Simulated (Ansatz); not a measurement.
The relaxed structure here is a generated cell of CeO2: the first start was made by placing the elements on the sites of a structure type, and the end was not matched to a known phase here, so it may be hypothetical. Known forms of CeO2 include space group No. 225.

One starting cell of CeO2 (a generated cell, CeO2 placed in the AFLOW prototype AB2_hP9_162_ad_k (as in V2N)) was relaxed twice with Ansatz (plane waves, PAW, scalar-relativistic): with r2SCAN at 500 eV and with PBE at 420 eV. The r2SCAN result:

```
CeO2
1.0
    5.93664     0.00000     0.00000
   -2.96832     5.14128     0.00000
    0.00000     0.00000     4.54994
O Ce
6 3
Direct
  0.33199   0.33199   0.26185
  0.66801   0.00000   0.26185
  0.00000   0.66801   0.26185
  0.00000   0.33199   0.73815
  0.66801   0.66801   0.73815
  0.33199   0.00000   0.73815
  0.00000   0.00000   0.00000
  0.66667   0.33333   0.50000
  0.33333   0.66667   0.50000
```

```tsv
quantity	r2SCAN	PBE
space group	P-31m	P-31m
volume (Å³/atom)	15.43	15.75
a (Å)	5.937	5.950
c (Å)	4.550	4.624
gap (eV, no spin-orbit coupling)	1.60	1.32
```

Both levels end in the same structure; PBE's volume is 2.1 % larger; its gap is 0.28 eV smaller. Neither column is exact.

No spin polarisation in the result. The d or f electrons are treated with no Hubbard U. The 4f state was not searched, so a lower electronic state may exist.

The run could not lower the symmetry of its start; a shaken copy of this end point relaxes with r2SCAN to P321 (No. 150), 121 meV/atom lower.

Ansatz is a quantum-chemistry and plane-wave program.
